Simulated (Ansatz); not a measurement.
# ReSbN: changing the strain (εzz = s)

```
Re Sb N
1.0
     3.43212    0.00000    0.00000
     0.00000    3.43212    0.00000
     0.00000    0.00000    8.59263
Re Sb N
2 2 2
Direct
  0.00000 0.50000 0.87324
  0.50000 0.00000 0.12676
  0.00000 0.50000 0.33346
  0.50000 0.00000 0.66654
  0.00000 0.00000 0.00000
  0.50000 0.50000 0.00000
```

The cell comes from a database or a generator and needn't be the stable form of this composition.

Kept alike: task band structure; functional PBE; k mesh 7 × 7 × 3; occupations fermi-dirac, width 0.05 eV; no spin polarisation. Program: Ansatz, Ansatz PAW, cutoff 420 eV. The mesh is that of the run's cell of 6 atoms. No spin-orbit coupling.

| s | free energy over the lowest row (meV/atom) |
| --- | --- |
| -0.04 | 18.06 |
| -0.02 | 3.43 |
| -0.01 | 0.37 |
| 0 | 0.00 |
| 0.01 | 2.19 |
| 0.02 | 6.84 |
| 0.04 | 23.00 |

The cell shown is the unstrained one; x, y and z are its Cartesian axes; atoms keep their fractions. For a metal such a mesh leaves the last digits unconverged.

**Question.** What does the strain (εzz = s) change here?

**Answer.** The free energy is lowest at 0, and 23.00 meV an atom higher at 0.04.
